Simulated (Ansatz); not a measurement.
# Equation of state of barium, omega (AlB2-type)

Computed with DFT, r2SCAN, plane waves (500 eV) with PAW, scalar-relativistic (Ansatz). The PAW files were generated under PBE, with cores re-solved for the functional.

The cell is scaled uniformly from the relaxed one, with fractional coordinates and shape fixed. Energies are extrapolated to zero smearing, pressures are those at the given smearing. Magnetic state: spin not included.

| V (Å³/atom) | E − E₀ (meV/atom) | P (GPa) |
| --- | --- | --- |
| 58.485 | 25.8 | 1.16 |
| 61.143 | 10.6 | 0.72 |
| 63.801 | 2.3 | 0.33 |
| 66.460 | 0.0 | 0.00 |
| 69.118 | 3.0 | -0.29 |
| 71.777 | 10.5 | -0.55 |
| 74.435 | 22.1 | -0.76 |

Task: Fit a third-order Birch-Murnaghan equation.

Result: V₀ = 66.22 Å³/atom, B₀ = 8.0 GPa, B₀′ = 2.5.
